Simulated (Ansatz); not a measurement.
# Phonon spectrum of Cr$_{3}$Si$_{8}$Mo

These are results of DFT PBE, scalar-relativistic, plane waves, PAW (Ansatz), not measurements. Cutoff 420 eV, 10×10×4 k-points (Γ-centred), Fermi-Dirac smearing of 0.15 eV. No spin polarisation. Phonons by linear response, acoustic sum rule imposed.

Relaxed structure:
```
CELL_PARAMETERS angstrom
2.20932 -3.81908 0.00000
2.20932 3.81908 0.00000
0.00000 0.00000 8.81808
ATOMIC_POSITIONS crystal
Cr 0.00000 0.00000 0.74746
Cr 0.00000 0.00000 0.25254
Cr 0.50000 0.50000 0.50000
Si 0.66458 0.33542 0.74458
Si 0.16366 0.83634 0.00000
Si 0.66458 0.33542 0.25542
Si 0.16170 0.83830 0.50000
Si 0.33542 0.66458 0.74458
Si 0.83634 0.16366 0.00000
Si 0.33542 0.66458 0.25542
Si 0.83830 0.16170 0.50000
Mo 0.50000 0.50000 0.00000
```

The cell was found from a structure generator's guess, not taken from experiment. In a metal, frequencies and elastic constants depend on the k mesh and the smearing, soft modes and shear constants most. Some empty bands missed the eigensolver's threshold. The q mesh is coarse, so values between its points are rough.

Force constants from linear response on a 2×2×1 q mesh.

Path: Γ–Y–C0 | SIGMA0–Γ–Z–A0 | E0–T–Y | Γ–S–R–Z–T. Only the points of the 2×2×1 mesh were computed; the rest is interpolation, which is rough on so few points. On the mesh no mode is imaginary. Distance along the path (Å⁻¹), then the branches (cm⁻¹, negative for imaginary):
```
0.000  0 0 0 147 163 187 189 212 226 244 247 258 263 279 280 280 283 290 298 305 316 317 323 330 349 352 352 355 366 378 399 402 411 447 460 464
0.206  66 68 97 159 171 186 192 214 226 246 249 263 265 278 279 279 292 292 300 306 316 316 322 328 338 342 352 367 370 389 397 402 412 441 457 459
0.411  126 130 183 186 188 195 207 218 223 242 262 264 265 275 281 287 296 298 298 306 312 313 318 320 330 350 352 368 380 397 397 406 412 426 437 455
0.617  176 179 201 210 215 218 221 228 233 248 262 264 267 278 285 288 291 296 300 304 308 311 314 317 333 352 364 369 370 388 408 408 414 417 423 450
0.823  201 205 205 214 216 217 222 242 243 245 259 265 275 278 287 288 290 299 299 303 310 313 315 317 339 348 352 371 375 385 399 409 415 417 420 448
0.941  200 204 204 214 214 219 222 244 244 246 257 262 277 278 281 288 290 298 302 303 310 311 313 320 340 348 350 369 376 386 400 408 414 420 421 449
1.059  196 202 202 208 215 224 224 245 246 249 254 258 273 276 281 290 290 298 302 303 303 314 315 322 343 346 349 364 381 386 400 406 412 424 425 452
1.177  189 202 203 204 215 226 228 239 247 253 254 256 264 270 283 288 294 296 296 301 303 313 321 323 342 348 349 357 386 388 398 403 410 427 432 457
1.296  178 202 206 209 215 228 229 231 248 251 255 259 262 266 281 284 291 294 294 300 304 308 322 328 336 349 350 354 387 392 393 399 410 431 439 462
1.414  164 203 214 216 217 222 224 225 248 252 252 260 267 271 275 282 285 289 295 300 303 304 320 329 333 342 349 362 383 386 394 399 410 434 443 466
1.651  128 174 209 212 212 230 236 239 239 247 255 259 259 270 275 276 284 286 292 302 303 304 312 320 337 339 344 363 378 382 384 405 407 438 447 468
1.889  81 114 159 188 190 203 216 236 245 246 247 261 275 277 277 283 283 284 290 296 300 310 324 335 336 337 341 360 372 375 391 403 407 447 447 466
2.126  28 40 56 154 167 190 193 217 227 244 247 258 264 278 281 282 285 289 297 302 311 316 327 330 345 348 350 360 368 376 398 402 411 447 458 464
2.289  11 14 20 144 165 181 194 212 226 245 247 254 262 278 279 280 289 290 298 305 316 317 323 330 348 352 352 356 367 378 397 404 411 447 460 464
2.378  33 42 61 131 163 175 201 210 229 233 246 251 262 279 280 280 289 296 305 306 316 317 324 330 343 350 350 359 368 376 392 411 411 445 459 464
2.467  54 69 100 114 142 185 202 205 207 236 245 258 260 279 281 287 289 292 306 313 318 319 324 330 338 346 347 362 371 373 390 411 418 441 458 465
2.556  75 94 95 120 138 173 192 201 204 241 244 258 264 279 281 289 290 294 307 310 320 325 329 330 334 341 346 363 370 372 389 410 423 438 457 465
2.720  92 96 112 116 160 161 199 201 208 244 245 259 265 280 281 288 288 295 304 309 314 330 330 331 332 340 341 366 369 372 387 410 423 437 456 464
2.957  126 130 152 155 202 203 203 235 236 243 258 264 273 273 275 279 280 285 300 303 306 322 322 324 324 342 342 364 374 375 377 408 420 438 454 458
3.194  155 166 194 196 206 241 245 245 246 247 250 255 256 266 275 278 283 285 298 300 300 308 314 320 331 347 350 361 364 378 384 407 421 437 452 458
3.431  187 200 202 205 215 222 224 236 236 244 252 263 268 273 276 276 288 299 301 302 304 310 314 318 343 344 349 353 382 382 387 405 421 433 446 458
3.550  199 200 203 206 214 216 230 231 232 246 261 263 267 273 277 282 286 297 302 304 306 313 318 318 342 344 353 355 383 385 391 405 420 429 441 456
3.668  198 202 203 209 210 222 231 233 233 250 260 260 271 279 280 282 287 297 299 301 307 313 316 324 341 341 356 361 380 384 399 406 417 423 436 452
3.786  198 202 206 210 213 222 233 235 240 254 256 258 275 277 283 285 291 295 298 298 310 312 314 329 337 341 357 370 375 384 405 407 414 417 430 448
3.905  200 204 206 214 215 221 235 235 242 252 255 261 269 279 287 288 291 293 296 298 309 310 316 332 333 342 358 371 375 384 406 408 412 414 426 446
4.023  201 205 205 216 217 221 235 236 242 252 254 264 267 279 288 290 290 294 295 299 308 309 319 331 332 343 358 369 378 384 406 408 411 413 425 446
4.112  203 205 205 214 217 221 231 235 243 255 258 262 265 280 286 289 290 296 297 298 307 310 319 327 335 344 356 370 377 384 404 409 412 414 424 446
4.201  205 205 207 209 216 219 226 237 244 256 259 262 267 280 284 290 291 293 300 303 306 311 318 322 337 347 353 373 375 385 402 409 414 414 423 447
4.290  204 205 205 212 216 218 223 239 245 248 260 263 274 278 286 289 290 294 302 302 308 312 317 318 338 350 350 372 374 385 400 409 415 416 421 448
4.379  201 205 205 214 216 217 222 242 243 245 259 265 275 278 287 288 290 299 299 303 310 313 315 317 339 348 352 371 375 385 399 409 415 417 420 448
4.482  27 32 50 152 166 188 191 215 227 244 247 259 264 278 280 281 285 289 298 304 312 317 326 330 346 348 350 360 367 378 398 402 411 447 459 464
4.687  80 94 144 178 184 197 205 228 232 246 248 262 268 277 282 285 290 293 293 295 302 312 326 328 335 342 343 361 375 384 394 402 411 443 451 461
4.893  127 147 204 204 208 218 221 228 239 243 253 258 266 268 270 284 285 292 294 298 307 308 313 314 322 340 349 367 385 394 394 402 420 437 440 457
5.098  165 188 204 217 220 227 231 232 242 250 251 253 260 267 269 272 282 288 293 294 299 304 313 314 315 336 360 374 384 395 411 412 424 428 439 451
5.245  174 196 200 217 223 225 230 232 245 248 249 250 259 267 271 272 285 287 290 292 297 308 310 314 315 335 362 370 388 394 415 418 421 424 441 449
5.334  176 195 204 217 221 222 225 232 245 246 250 251 261 263 274 275 284 286 294 294 297 310 311 313 317 334 357 365 392 396 414 421 421 423 441 447
5.423  181 196 206 214 215 220 223 234 241 244 250 254 258 265 276 278 284 284 295 297 302 310 311 312 326 331 349 357 396 398 412 421 422 425 441 445
5.512  186 198 203 209 213 221 222 235 239 244 251 255 256 268 276 280 282 284 294 301 306 308 311 316 325 336 343 348 398 399 412 421 422 428 441 443
5.659  180 192 198 201 210 222 232 237 242 245 253 254 258 271 275 278 281 286 296 299 303 309 311 320 322 338 341 350 392 404 408 417 422 433 437 446
5.865  152 160 168 170 207 235 236 240 244 251 252 261 266 266 271 274 280 285 296 303 306 308 315 318 322 333 352 361 374 394 401 412 420 432 446 450
6.070  124 124 134 134 196 201 207 219 223 243 254 260 267 277 278 287 287 291 298 304 305 320 322 329 331 334 346 368 370 379 390 411 418 436 454 457
6.275  90 94 109 112 161 161 197 202 206 244 244 258 265 280 281 288 289 294 306 309 316 328 330 332 332 339 343 365 370 372 388 410 423 437 456 464
6.481  89 93 107 109 164 165 194 202 204 242 244 257 264 279 281 289 290 292 308 309 320 325 330 330 333 338 345 365 372 372 390 410 423 436 457 463
6.687  126 126 128 132 202 204 209 210 216 244 246 254 260 276 283 289 293 293 305 306 314 319 322 324 330 343 344 374 374 386 401 411 412 428 451 455
6.892  164 169 169 178 214 214 221 234 243 253 254 258 265 269 288 290 292 298 299 301 304 312 320 321 325 344 356 376 376 395 398 412 415 416 432 451
7.098  195 200 200 216 220 220 221 234 245 257 258 264 265 277 286 290 291 294 297 300 306 308 319 328 331 343 359 371 377 385 405 410 413 414 424 446
```
